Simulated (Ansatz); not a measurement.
# Calculated ³⁵Cl nuclear quadrupole resonance for CaH12Cl2O6

Cell: a Materials Project structure (computed, not necessarily an observed phase), atoms as given.

Space group P321 (No. 150); a = 7.8841, c = 4.0303 Å, γ = 120.00°.

```
site  Wyckoff  site symmetry       x       y       z
  Ca       1a            32.  0.0000  0.0000  0.0000
  H2       6g              1  0.1138  0.7657  0.5194
  H8       6g              1  0.1001  0.4361  0.0996
  Cl       2d            3..  0.6667  0.3333  0.6006
 O16       3f            .2.  0.2147  0.2147  0.5000
 O19       3e            .2.  0.6885  0.6885  0.0000
```

One atom of each set is listed.

Computed with Ansatz: DFT, PBE, plane waves and PAW, scalar-relativistic, 420 eV cutoff, Γ-centred 3×3×5 k-points, Fermi–Dirac smearing 0.02 eV.

³⁵Cl: I = 3/2, Q = -81.12 mb (year-2017 value). Static lattice, zero field.

**Question.** Predict the zero-field ³⁵Cl lines of each site.

**Answer.** For I = 3/2 there is one line, ν = (|C_Q|/2)(1 + η²/3)^½.

```tsv
site	atoms	V_zz (10²¹ V/m²)	C_Q (MHz)	η	line frequencies (MHz)
Cl	2	-3.07	6.03	0.00	3.02
```

**Question.** And for ³⁷Cl (I = 3/2, Q = -63.93 mb) on Cl?

**Answer.** C_Q scales with Q to 4.75 MHz, with lines at 2.38 MHz.

An axis of threefold or higher order runs through Cl, so V_zz lies along it and η is zero.
